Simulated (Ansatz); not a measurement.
Relaxing K

Method: DFT PBEsol, scalar-relativistic, plane waves, PAW in Ansatz. Cutoff 420 eV, Γ-centred k mesh, Gaussian smearing, no spin polarisation in the final step.

This is the end of a relaxation of cell and atoms.

```xyz
1
Lattice="-2.6180 2.6180 2.6180 2.6180 -2.6180 2.6180 2.6180 2.6180 -2.6180" Properties=species:S:1:pos:R:3 pbc="T T T"
K     0.0000    0.0000    0.0000
```

Question: What space group does it have?

Answer: Im-3m (No. 229). Conventional cell: a = 5.236 Å. K is coordinated by 8 K at 4.53 Å and 6 K at 5.24 Å.

Question: Is it a metal?

Answer: Yes, bands cross the Fermi level on the 16×16×16 mesh.

The final run used a 16×16×16 mesh on its 1-atom cell and 0.10 eV smearing.